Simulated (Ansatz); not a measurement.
Calculation for Si$_{2}$W: DFT, LDA, all-electron PAW with datasets made for the crystal, scalar-relativistic (Ansatz 0.2.0). This run: the series' base cell.

The base volume is that of a database entry, with shape and atoms relaxed on PAW files at held volume, so it needn't be at zero pressure; the structure needn't be the stable phase, at rest or compressed.

Command: `ansatz run input.yaml --threads 1 --pin off --max-ram 3072MiB --backend cpu --events-out ev --progress --plain --runs-dir out` It took 45 s on 1 thread of Arm Neoverse V2 (shared host), peak memory 0.88 GiB.

```yaml
crystal:
  lattice:
    - [-1.6053345466, 1.6053345466, 3.9109144543]
    - [1.6053345466, -1.6053345466, 3.9109144543]
    - [1.6053345466, 1.6053345466, -3.9109144543]
  atoms:
    - { symbol: Si, position: [0.3350310621, 0.3350310621, 0.0] }
    - { symbol: Si, position: [0.6649689379, 0.6649689379, 0.0] }
    - { symbol: W, position: [0.0, 0.0, 0.0] }
kpoints:
  mp_grid: { grid: [16, 16, 16] }
scf:
  occupations: { method: fermi_dirac, width: 0.05 }
hamiltonian:
  xc: lda
  pseudopotentials: { kind: all_electron, datasets: crystal }
output:
  forces: true
  stress: true
  eigenvalues: true
  efg: { contact_densities: true }
```

Output:

```
hamiltonian.pseudopotentials.datasets: crystal makes datasets for this crystal and solves the spheres of its atoms anew in each pass: cutoff 320.0 eV, the density's 1280.0 eV; for an error of 0.50 meV an atom under PBE, 1.5 meV for the cell; an energy difference from a run of another recipe may be off by several times the error for the cell, under r2SCAN by more, where some 0.1 meV an atom stays at smaller errors; Si in spheres of 1.233 Å, 4 of its electrons in bands; W in spheres of 1.376 Å, 6 of its electrons in bands, 22 on its site; only band paths and densities of states list, in semicore columns, the levels of the semicore shells that are solved separately: 4f of W, 5s of W, 5p of W
W: output.efg is read without spin–orbit coupling, which moves field gradients at and beside such atoms by some per cent and up to a factor of two; PAW files take it under magnetization.noncollinear and magnetization.spin_orbit
Engine: ansatz 0.2.0
Pseudopotentials: kind: all_electron
Pseudopotential: Si, paw, valence charge 4, recommended cutoff 320 eV (normal), crystal/all_electron/lda/scalar/gaussian/Si, Koelling and Harmon's equation, gaussian nucleus
Pseudopotential: W, paw, valence charge 28, recommended cutoff 320 eV (normal), crystal/all_electron/lda/scalar/gaussian/W, Koelling and Harmon's equation, gaussian nucleus
Functional definition: SPW92
  exchange = slater_x
  correlation = pw_c
Crystal: 3 atoms, lattice volume = 40.315 Å³
Basis set: ecut = 320 eV, 543 PW (Γ)
Bands: 11, of which v1, the nominal top of the filled ones, is band 7 counted from 1 (6 counted from 0)
Symmetry: 16 space group operations
Space group: I4/mmm (ITA 139), of the structure as read, at distance tolerance 3.4e-5 Å
k-points: 349 of 4096
Non-local potential: Si, projectors of the file, l = 0: 1, l = 1: 1
Non-local potential: W, projectors of the file, l = 0: 1, l = 1: 1, l = 2: 2
PAW form: soft (Blöchl's): semilocal exchange-correlation on the pseudo side does not see the compensation charge
PAW one-centre angular grid: Si, 110 points (default); XC on its mesh's 1965 points in the sphere
PAW one-centre angular grid: W, 590 points (default); XC on its mesh's 1823 points in the sphere
Initial density: superposition of atomic densities (neutral atoms: chi_scale 0, normalization atom)
Initial wavefunctions: pseudopotential atomic-orbital guess
Functional: x = slater, c = lda
iter 1 solved again at ethr=2.05e-2 eV; its pass at ethr=1.00e-1 eV (dr2=2.87e0 eV) is discarded
SCF iter   1: F=—  HF=-454679.884286 eV  |F-HF|=—  |Δ(HF+E_count)|=         —  Δρ=7.87e-2  dr2=3.56e0  ethr=2.05e-2  ⟨swp⟩=3.2  Hψ=24670  notcnv=0
preconditioner: auto → Kerker (q_TF=auto, 2.287 Å⁻¹)  [metal: Δε(μ)=0.021 eV  Ē_g=8.387 eV  σ=0.050 eV  W_gap=0.11  n_scr=10 (ndim 8)  ℏωp=21.9 eV  f_vac=0.005  D(μ)=0.58/eV (n_scr^D=2)]
SCF iter   2: F=—  HF=-454679.256747 eV  |F-HF|=—  |Δ(HF+E_count)|=   6.28e-1  Δρ=3.68e-2  dr2=6.24e-1  ethr=2.05e-2  ⟨swp⟩=2.1  Hψ=7705  notcnv=0  defer=7
SCF iter   3: F=—  HF=-454679.096754 eV  |F-HF|=—  |Δ(HF+E_count)|=   1.60e-1  Δρ=1.05e-2  dr2=7.57e-2  ethr=4.46e-3  ⟨swp⟩=3.3  Hψ=10467  notcnv=0  defer=9
iter 4 solved again at ethr=1.45e-5 eV; its pass at ethr=5.41e-4 eV (dr2=2.04e-3 eV) is discarded
SCF iter   4: F=—  HF=-454679.096487 eV  |F-HF|=—  |Δ(HF+E_count)|=   2.66e-4  Δρ=2.51e-3  dr2=2.65e-3  ethr=1.45e-5  ⟨swp⟩=3.1  Hψ=19685  notcnv=0  defer=19
eigensolver tolerance schedule calibrated: the retry pair's looser diagonalisation under-reported the residual by θ = 0.23 (0.15/decade); ethr = c·dr2/N_el runs at the constant in force after the calibration composes with the one it found (an armed cap, an earlier calibration), c = 4.6e-2
SCF iter   5: F=—  HF=-454679.094435 eV  |F-HF|=—  |Δ(HF+E_count)|=   2.05e-3  Δρ=1.00e-3  dr2=4.11e-4  ethr=8.67e-6  ⟨swp⟩=2.1  Hψ=6380  notcnv=0  defer=19
SCF iter   6: F=—  HF=-454679.094126 eV  |F-HF|=—  |Δ(HF+E_count)|=   3.10e-4  Δρ=6.27e-4  dr2=2.87e-4  ethr=1.34e-6  ⟨swp⟩=4.0  Hψ=12808  notcnv=0
SCF iter   7: F=—  HF=-454679.094058 eV  |F-HF|=—  |Δ(HF+E_count)|=   6.75e-5  Δρ=1.66e-4  dr2=8.23e-6  ethr=9.40e-7  ⟨swp⟩=3.0  Hψ=8463  notcnv=0  defer=2
SCF iter   8: F=—  HF=-454679.094047 eV  |F-HF|=—  |Δ(HF+E_count)|=   1.13e-5  Δρ=7.18e-5  dr2=2.62e-6  ethr=2.69e-8  ⟨swp⟩=3.1  Hψ=8840  notcnv=0  defer=3
SCF iter   9: F=—  HF=-454679.094045 eV  |F-HF|=—  |Δ(HF+E_count)|=   1.36e-6  Δρ=3.01e-5  dr2=5.57e-7  ethr=8.58e-9  ⟨swp⟩=2.1  Hψ=6361  notcnv=0  defer=3
SCF iter  10: F=-454679.094045 eV  HF=-454679.094045 eV  |F-HF|=1.92e-9  |Δ(HF+E_count)|=   1.76e-7  Δρ=1.92e-6  dr2=1.20e-9  ethr=1.82e-9  ⟨swp⟩=3.1  Hψ=8087  notcnv=0  defer=1
SCF 1 converged in 10 iterations: F = -454679.094046 eV  dr2 = 1.20e-9
  Residual-converged pass: ⟨swp⟩=4.4  Hψ=10655  notcnv=0  max |occ|·‖R‖ = 6.4e-6 eV (tolerance 6.5e-6 eV)  dr2=1.13e-9  dr2_onsite=4.60e-9  max |Δocc| = 1.6e-9
  greatest PAW one-centre occupation: 0.457 electrons in one spin orbital (limit 2), on the Si atom at site 1 (counted from 0), in its partial waves of l = 0
SCF converged after 10 iterations
Free energy (F): -454679.094046 eV
Harris-Foulkes:  -454679.094046 eV  (|F-HF|=1.92e-9)
Internal energy: -454679.091970 eV  (E = F + TS)
E sigma→0 (E₀):  -454679.093008 eV
Entropy (-TS):   -0.002076 eV (-0.692 meV/atom)
Past the cutoff: the bands carry plane waves up to 1.75 times it, of which those up to 1.5 times it add -0.000133 eV an atom, each by itself; the spheres take 0.000040 eV an atom off the energy for waves past 1.75 times it
By the cutoff:   a pressure is off by up to 0.005 GPa (1.2 times the spheres' own share and the shells' term, over an atom's volume, and 0.004 GPa: a bound that held against runs at twice the plane waves)
Past the cutoffs: a stress includes 0.0022 GPa for waves and charges beyond them, in addition to the slope of what the spheres take
In the spheres:  the bands' charges fall short by 3.1e-6 e at most (sound up to 1e-3), those of shells solved beside the bands by 4.5e-7 e (sound up to 5e-4)
Fermi energy:    20.300371 eV
--- Per-component energies (eV) ---
  E_band       = 212.409021
  E_kinetic    = 207.890607
  E_local      = -5614.257480  (includes V_loc(G=0)·N_el)
  E_nonlocal   = 7.817754
  E_hartree    = 3062.260642
  E_xc         = -191.876808
  E_vxc        = -195.950775  (∫ρ·V_xc dr)
  E_paw        = -464658.548095  (= ΣΔE_a)
  E_vpaw       = -18313.273988  (= ΣTr[D̂ρ^β])
  E_ewald      = -5488.039205
  E_smearing   = -0.002076  (= −TS)
  E_closure    = 17995.660616  (closes the sum)
  Σ components = -454679.094046   (vs F -454679.094046, Δ=0.00e0)
  The terms above E_closure are by the made datasets' own strengths, without shells solved beside the bands.
--- Forces (eV/Å), atoms counted from 1 ---
  atom   1  Si    -0.00000000    -0.00000000     0.00373408
  atom   2  Si     0.00000000    -0.00000000    -0.00373408
  atom   3  W      0.00000000     0.00000000    -0.00000000
  max |Σ_I F_I| component: 4.16e-17 eV/Å
--- Stress (GPa, compression-positive) ---
       -5.082457       0.000000       0.000000
        0.000000      -5.082457       0.000000
        0.000000       0.000000      -5.124735
  P = ⅓ Tr σ = -5.0965 GPa (-50.965 kbar)
  It holds what live shells' own plane waves past their cutoff add
--- PAW observables at the nuclei: V_zz in 10²¹ V/m², potentials from the cell's mean, atoms counted from 1 ---
  atom   1  Si V_zz =    -0.880031   η = 0.0000   by run symmetry: allowed
            electrostatic potential = -1367.614010 V   contact ρ = 12700.266935 e/Å³
  atom   2  Si V_zz =    -0.880031   η = 0.0000   by run symmetry: allowed
            electrostatic potential = -1367.614010 V   contact ρ = 12700.266935 e/Å³
  atom   3  W  V_zz =   -16.875137   η = 0.0000   by run symmetry: allowed
            electrostatic potential = -14807.249237 V   contact ρ = 8783985.405189 e/Å³
--- Band table (eV; the first three rows and the last of 349) ---
  k-point 0: bands = ["6.2888", "13.4791", "16.6113", "16.9564", "17.4860", "17.4860", "20.9051", "23.0763", "23.3558"]
  k-point 1: bands = ["6.4161", "13.5953", "16.1727", "16.9874", "17.1662", "17.9526", "20.2766", "22.8790", "23.5019"]
  k-point 2: bands = ["6.7905", "13.9181", "15.5845", "16.4333", "17.0861", "18.5185", "18.9884", "22.6611", "23.7346"]
  k-point 348: bands = ["8.5825", "9.3092", "16.4525", "17.7450", "19.5238", "19.5238", "19.7980", "19.7980", "21.0807"]
```

Next run (volume at 0.45 of the series' base cell), as changes to the input before:

```diff
   lattice:
-    - [-1.6053345466, 1.6053345466, 3.9109144543]
-    - [1.6053345466, -1.6053345466, 3.9109144543]
-    - [1.6053345466, 1.6053345466, -3.9109144543]
+    - [-1.1862277827, 1.1862277827, 3.2231888412]
+    - [1.1862277827, -1.1862277827, 3.2231888412]
+    - [1.1862277827, 1.1862277827, -3.2231888412]
   atoms:
-    - { symbol: Si, position: [0.3350310621, 0.3350310621, 0.0] }
-    - { symbol: Si, position: [0.6649689379, 0.6649689379, 0.0] }
+    - { symbol: Si, position: [0.3249912131, 0.3249912131, 0.0] }
+    - { symbol: Si, position: [0.6750087869, 0.6750087869, 0.0] }
```

Results part of the output:

```
SCF 1 converged in 9 iterations: F = -454648.567320 eV  dr2 = 2.40e-8
  Residual-converged pass: ⟨swp⟩=4.9  Hψ=14455  notcnv=0  max |occ|·‖R‖ = 6.4e-6 eV (tolerance 6.5e-6 eV)  dr2=7.72e-8  dr2_onsite=6.03e-8  max |Δocc| = 8.7e-7
  greatest PAW one-centre occupation: 0.997 electrons in one spin orbital (limit 2), on the W atom at site 2 (counted from 0), in its partial waves of l = 0
SCF converged after 9 iterations
Free energy (F): -454648.567320 eV
Harris-Foulkes:  -454648.567320 eV  (|F-HF|=2.18e-8)
Internal energy: -454648.564475 eV  (E = F + TS)
E sigma→0 (E₀):  -454648.565898 eV
Entropy (-TS):   -0.002845 eV (-0.948 meV/atom)
Past the cutoff: the bands carry plane waves up to 1.75 times it, of which those up to 1.5 times it add -0.000207 eV an atom, each by itself; the spheres take 0.000120 eV an atom off the energy for waves past 1.75 times it
By the cutoff:   a pressure is off by up to 0.015 GPa (1.2 times the spheres' own share and the shells' term, over an atom's volume, and 0.004 GPa: a bound that held against runs at twice the plane waves)
Past the cutoffs: a stress includes 0.0165 GPa for waves and charges beyond them, in addition to the slope of what the spheres take
In the spheres:  the bands' charges fall short by 2.2e-7 e at most (sound up to 1e-3), those of shells solved beside the bands by 9.8e-8 e (sound up to 5e-4)
Fermi energy:    46.320099 eV
--- Per-component energies (eV) ---
  E_band       = 515.631588
  E_kinetic    = 665.000926
  E_local      = -4963.926039  (includes V_loc(G=0)·N_el)
  E_nonlocal   = 46.181375
  E_hartree    = 2811.622971
  E_xc         = -341.517754
  E_vxc        = -411.234058  (∫ρ·V_xc dr)
  E_paw        = -465072.903553  (= ΣΔE_a)
  E_vpaw       = -23932.163646  (= ΣTr[D̂ρ^β])
  E_ewald      = -11281.556553
  E_smearing   = -0.002845  (= −TS)
  E_closure    = 23488.534152  (closes the sum)
  Σ components = -454648.567320   (vs F -454648.567320, Δ=0.00e0)
  The terms above E_closure are by the made datasets' own strengths, without shells solved beside the bands.
--- Forces (eV/Å), atoms counted from 1 ---
  atom   1  Si     0.00000000    -0.00000000     0.16468353
  atom   2  Si     0.00000000     0.00000000    -0.16468353
  atom   3  W     -0.00000000     0.00000000     0.00000000
  max |Σ_I F_I| component: 1.11e-16 eV/Å
--- Stress (GPa, compression-positive) ---
      865.258547       0.000000       0.000000
        0.000000     865.258547      -0.000000
        0.000000      -0.000000     863.656217
  P = ⅓ Tr σ = 864.7244 GPa (8647.244 kbar)
  It holds what live shells' own plane waves past their cutoff add
--- PAW observables at the nuclei: V_zz in 10²¹ V/m², potentials from the cell's mean, atoms counted from 1 ---
  atom   1  Si V_zz =    -3.070614   η = 0.0000   by run symmetry: allowed
            electrostatic potential = -1395.317449 V   contact ρ = 12701.535226 e/Å³
  atom   2  Si V_zz =    -3.070614   η = 0.0000   by run symmetry: allowed
            electrostatic potential = -1395.317449 V   contact ρ = 12701.535226 e/Å³
  atom   3  W  V_zz =   -29.145003   η = -0.0000   by run symmetry: allowed
            electrostatic potential = -14835.419471 V   contact ρ = 8784302.513256 e/Å³
--- Band table (eV; the first three rows and the last of 349) ---
  k-point 0: bands = ["-27.8372", "6.2444", "8.5269", "8.5269", "24.6741", "32.9133", "36.4754", "41.5274", "41.5274", "43.7089", "44.5675", "49.3106", "55.4520"]
  k-point 1: bands = ["-27.8072", "6.2851", "8.3409", "8.3836", "24.9508", "33.3370", "36.8764", "40.0400", "40.6135", "44.4613", "46.3354", "47.9659", "55.1257"]
  k-point 2: bands = ["-27.7219", "6.3999", "7.8534", "7.9894", "25.7197", "34.5215", "37.9375", "38.0240", "39.2070", "45.1455", "45.2827", "49.1321", "54.0945"]
  k-point 348: bands = ["-27.8079", "5.7563", "8.5204", "8.5204", "29.4621", "30.7834", "35.4051", "38.2282", "44.5550", "44.5550", "47.6657", "47.6657", "49.8821"]
```

Spin–orbit coupling is left out, which matters for the heavy atoms. The structure type is held throughout; the real material can change phase at far lower pressure.
